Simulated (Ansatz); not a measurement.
## Cu (fcc, Cu type), frozen-phonon scan

Cu (fcc, Cu type)

```yaml
crystal:
  lattice:
    - [0.00000, 3.57902, 3.57902]
    - [1.78951, 0.00000, 1.78951]
    - [1.78951, 1.78951, 0.00000]
  atoms:
    - { symbol: Cu, position: [0.00000, 0.00000, 0.00000] }
    - { symbol: Cu, position: [0.50000, 0.00000, 0.00000] }
```

The atoms are displaced by Q × the pattern below (from a DFPT mode at L = (0.5, 0.0, 0.0), largest move 1; Q in Å), at fixed cell. (q is in reciprocal vectors of the primitive cell; the cell shown is doubled to hold the pattern.)

```csv
atom,x,y,z
Cu1,0.577,-0.577,-0.577
Cu2,-0.577,0.577,0.577
```

Computed with r2SCAN (plane waves to 500 eV, PAW, scalar-relativistic; Ansatz, a program for electronic structure). k mesh 11×22×22 (Γ-centred), Fermi-Dirac smearing 0.05 eV. E stands for the smeared free energy. Compression counts positive. With partly filled bands, energies and forces of such displacements shift with the k mesh and the smearing. Cu is run without spin polarisation. Cu was relaxed with its symmetry unable to fall. The PAW data are Ansatz's earlier set. The zero of ΔE is the undisplaced structure.

```
Q (Å)   ΔE (meV/cell)  P (GPa)  −dE/dQ from forces (eV/Å)
------  -------------  -------  -------------------------
-0.280           1557     38.3                     13.437
-0.233           1012     25.8                     10.044
-0.187            611     16.2                      7.257
-0.140            327      8.9                      4.980
-0.093            140      3.9                      3.090
-0.047             34      1.0                      1.472
0.000               0      0.0                      0.000
0.047              34      1.0                     -1.472
0.093             140      3.9                     -3.090
0.140             327      8.9                     -4.980
0.187             611     16.2                     -7.257
0.233            1012     25.8                    -10.044
0.280            1557     38.3                    -13.437
```

Read from the data:

The energy at Q = 0.280 Å is 1557 meV/cell. Space group of the distorted cell: R-3m (No. 166), lowered from Fm-3m. Symmetry of the curve: even: the same for both signs. Shape of the curve: a single well with its minimum at or next to zero displacement. Harmonic wavenumber from the curvature (finite differences): 258 cm⁻¹. Wavenumber by perturbation theory (DFPT, on another k mesh): 258 cm⁻¹.

The 13 points together took roughly 14 core-minutes.

(For displaced atoms, the force is minus the slope of the energy, and its curvature is a force constant, which sets phonon frequencies.)
